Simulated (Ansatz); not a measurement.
Task: ZnS (6H polytype, P6_3mc) is relaxed with DFT-LDA in the program Ansatz with PAW potentials. What lattice parameters of the conventional cell result?

Result: a = 3.743 Å, c = 18.375 Å.

Task: Is it a metal or does it have a gap at this level?

Result: A gap of 2.15 eV, direct.

The first step of the workflow began from a Materials Project structure, measured or hypothetical. Its sites differ from those of the usual phase in this space group: another stacking or structure type. The cell was relaxed with LDA under the symmetry of its start; whether a distortion lowers the energy is not shown.

Potentials: the later of the program's two PAW sets.
